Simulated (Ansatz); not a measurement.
Relaxed-ion elastic tensor of KIO$_{3}$ in space group R3m (No. 160; K on 3a, I on 3a, O on 9b) in GPa (Voigt order), plane-wave PAW PBEsol (Ansatz code); density 4.13 g/cm³, 17.20 Å³ per atom.

```
57.1  20.4  17.6   3.0   0.0   0.0
20.4  57.1  17.6  -3.0   0.0   0.0
17.6  17.6  32.0   0.0   0.0   0.0
 3.0  -3.0   0.0  19.1   0.0   0.0
 0.0   0.0   0.0   0.0  19.1   3.0
 0.0   0.0   0.0   0.0   3.0  18.3
```

Q: Is the crystal mechanically stable?

A: Yes: the smallest eigenvalue of C is 15.7 GPa.

Q: Work out the Voigt, Reuss and Hill averages.

A: K_V = 28.6, K_R = 26.2, K_H = 27.4; G_V = 17.4, G_R = 16.0, G_H = 16.7 GPa.

Q: Give Young's modulus, Poisson's ratio, Pugh's ratio and the universal anisotropy index.

A: E = 9KG/(3K + G) = 41.6 GPa; ν = 0.25; K/G = 1.64 (brittle by the Pugh limit of 1.75); A_U = 5G_V/G_R + K_V/K_R − 6 = 0.50.

Q: Estimate the sound speeds and the Debye temperature.

A: v_l = √((K + 4G/3)/ρ) = 3470 m/s, v_t = √(G/ρ) = 2010 m/s, mean 2230 m/s; Θ = (h/k)(3n/4πV)^(1/3) v_m = 257 K.

Q: Solve the Christoffel equation for the three sound speeds along x, y, z.

A: Eigenvalues of C_ijkl n_j n_l equal ρv² (piezoelectric stiffening left out). In km/s, slowest first: x 1.95, 2.29, 3.72; y 2.11, 2.14, 3.72; z 2.15, 2.15, 2.78.

Q: How much does each axis shrink under pressure?

A: Linear compressibilities β_i = Σ_j S_ij (j = 1 to 3): x 7.7, y 7.7, z 23 per TPa.

The workflow started from a Materials Project entry (that database holds measured and hypothetical structures alike); the Crystallography Open Database files this formula in space group No. 160, but the cells were not matched. Its standing as an ambient phase is unchecked. The cell was relaxed with PBEsol under the symmetry of its start; whether a distortion lowers the energy is not shown. Scalar-relativistic: spin–orbit coupling is off unless named, which matters more the heavier the elements.

Potentials: the later of the program's two PAW sets.
